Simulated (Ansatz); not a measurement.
A relaxed cell of YNbN3 is given with its symmetry left out. The cell was found from a structure generator's guess, not taken from experiment.

Theory: DFT PBE, scalar-relativistic, plane waves, PAW in Ansatz. Cutoff 420 eV, Γ-centred mesh, Gaussian smearing, no spin polarisation.

```xyz
10
Lattice="5.4470 0.0000 0.0000 0.0000 5.4470 0.0000 0.0000 0.0000 4.2192" Properties=species:S:1:pos:R:3 pbc="T T T"
Y     0.0000    2.7235    2.1096
Y     2.7235    0.0000    2.1096
Nb    2.7235    2.7235    0.0000
Nb    0.0000    0.0000    0.0000
N     4.6158    1.8923    0.0000
N     3.5547    4.6158    0.0000
N     2.7235    2.7235    2.1096
N     0.8312    3.5547    0.0000
N     1.8923    0.8312    0.0000
N     0.0000    0.0000    2.1096
```

Energies over the elements count from the elements' standard structures at the same level (N₂ as a molecule), with no fitted energy shifts.

Problem. Find its symmetry and describe it.

Solution. P4/mbm (No. 127). Conventional cell: a = 5.447 Å, c = 4.219 Å. Y has 4 N at 2.42 Å, 4 N at 2.72 Å, 4 N at 3.41 Å and 8 Nb at 3.44 Å; around Nb lie 6 N at 2.07–2.11 Å and 8 Y at 3.44 Å; N on a site of symmetry m2m is surrounded by 2 Nb at 2.07 Å, 1 N at 2.35 Å and 2 Y at 2.42 Å; around N on a site of symmetry 4/m lie 2 Nb at 2.11 Å and 4 Y at 2.72 Å.

Problem. How far does it lie from the elements in energy?

Solution. −0.85 eV/atom. Whether it is stable depends on the other phases of the system, which aren't compared here.

Problem. Is it a metal?

Solution. Yes, bands cross the Fermi level on the 8×8×10 mesh.

Problem. From what recipe could a structure generator have reached it?

Solution. One such recipe: perovskite family, tilts a0a0c+ (P4/mbm, No. 127). Other recipes can lead to the same cell.

The last run used an 8×8×10 mesh (in the run's order of axes) for its 10-atom cell and Gaussian smearing of 0.10 eV. A structure relaxed within its symmetry needn't be a true minimum.
